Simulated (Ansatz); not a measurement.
The start is a relaxed Fe cell, doubled along one cell vector, shaken by Gaussian noise of σ = 0.08 Å a coordinate. The cell and all atomic positions are relaxed at zero pressure with r2SCAN (plane waves to 500 eV, PAW, scalar-relativistic; Ansatz, a program for electronic structure). The first steps use a coarse 16×8×16 k-mesh.

Initial structure:
```
CELL_PARAMETERS angstrom
     -1.43248     1.43248     1.43248
      2.86495    -2.86495     2.86495
      1.43248     1.43248    -1.43248
ATOMIC_POSITIONS crystal
  Fe 0.98316 0.00846 0.02650
  Fe 0.06898 0.49571 0.05438
```
Spin-polarised start, with parallel moments on Fe.

```json
{
 "energy_released": "0.07 eV/atom",
 "relative_to_the_parent": "It returns to the parent structure, Im-3m (No. 229)",
 "band_gap_at_the_end": "zero (metallic)",
 "moments_at_the_end": "net 2.64 μB/atom, ferromagnetic",
 "optimiser_moves": "7"
}
```

Final values are on a 23×23×23 k-mesh of the relaxed cell. Spin state reached: ferromagnetic (net 2.64 μB/atom), from parallel starting moments; other spin orders were not run from this start. r2SCAN tends to overstate moments in metals.

The run could not lose the symmetry of its start.
